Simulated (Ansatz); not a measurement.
## Electric field gradients in SnSe

The cell is a structure deposited in the COD whose atoms were relaxed with PBE, the cell held.

```
CELL_PARAMETERS angstrom
11.42000 0.00000 0.00000
0.00000 4.19000 0.00000
0.00000 0.00000 4.46000
ATOMIC_POSITIONS crystal
Sn 0.11784 0.25000 0.10276
Sn 0.38216 0.75000 0.60276
Sn 0.61784 0.25000 0.39724
Sn 0.88216 0.75000 0.89724
Se 0.35793 0.25000 0.02073
Se 0.14207 0.75000 0.52073
Se 0.85793 0.25000 0.47927
Se 0.64207 0.75000 0.97927
```

Sites (sets of like atoms) are named by element and the number of their first atom in this list.

All values are calculated (Ansatz; DFT, PBE, plane waves and PAW, with spin–orbit coupling, 420 eV cutoff, Γ-centred 3×7×6 k-points, Fermi–Dirac smearing 0.02 eV), not measured.

C_Q = eQV_zz/h, which is 24.18 MHz for Q = 1 b and V_zz = 10²¹ V/m²; η = (V_xx − V_yy)/V_zz. Directions are in the Cartesian axes of the cell vectors above, for the atom listed; none is given where the gradient is under 0.02 or η is above 0.95.

| site | first atom | first shell | V_zz (10²¹ V/m²) | η | direction of V_zz (x, y, z) |
| --- | --- | --- | --- | --- | --- |
| Sn | 1 | 3 Se at 2.77–2.82 Å; also 2 Se at 3.35 Å | -9.46 | 0.24 | 0.87 0.00 0.49 |
| Se | 5 | 3 Sn at 2.77–2.82 Å; also 2 Sn at 3.35 Å | -5.18 | 0.03 | 0.82 0.00 0.57 |

Hardware: 1 thread of Arm Neoverse V1 (aarch64; 8 cores open to the job, memory cap 3.0 GiB, no GPU), a shared host with a load of 0.7 a core. Wall time 9 min, CPU time 9.1 min, peak memory 1.7 GiB.
